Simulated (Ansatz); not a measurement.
The relaxed structure here is a generated cell of Cu: the first start was made by a random draw of sites in a space group, and the end was not matched to a known phase here, so it may be hypothetical. Known forms of Cu include space group No. 225.

The end point of a relaxation of Cu. Level of theory: r2SCAN (plane waves to 500 eV, PAW, scalar-relativistic; Ansatz, a program for electronic structure).

```cif
data_Cu
_chemical_formula_sum 'Cu1'
_space_group_name_H-M_alt 'P 1'
_space_group_IT_number 1
_cell_length_a 2.37030
_cell_length_b 2.37030
_cell_length_c 2.37030
_cell_angle_alpha 90.000
_cell_angle_beta 90.000
_cell_angle_gamma 90.000
loop_
_space_group_symop_operation_xyz
  'x, y, z'
loop_
_atom_site_label
_atom_site_type_symbol
_atom_site_fract_x
_atom_site_fract_y
_atom_site_fract_z
_atom_site_occupancy
Cu1 Cu 0.50000 0.50000 0.50000 1
```

### Question
Find the space group and the Wyckoff positions (tolerance 0.01 Å).

### Answer
Space group Pm-3m (No. 221); a = 2.3703 Å, b = 2.3703 Å, c = 2.3703 Å, α = 90.00°, β = 90.00°, γ = 90.00°

```json
[
 {"atom": "Cu", "site": "1b", "symmetry": "m-3m", "x": "0.5000", "y": "0.5000", "z": "0.5000"}
]
```

This is the AFLOW prototype A_cP1_221_a (A_h).

### Question
Give the shortest distances between elements (the closest pairs, up to four, under 3.6 Å).

### Answer
Cu–Cu 2.37 Å.

The volume per atom is 13.32 Å³. The band gap comes out as zero (metallic).

No spin polarisation in the result.

The run could not lower the symmetry of its start; a shaken copy of this end point relaxes with r2SCAN to Fm-3m (No. 225), 0.51 eV/atom lower.
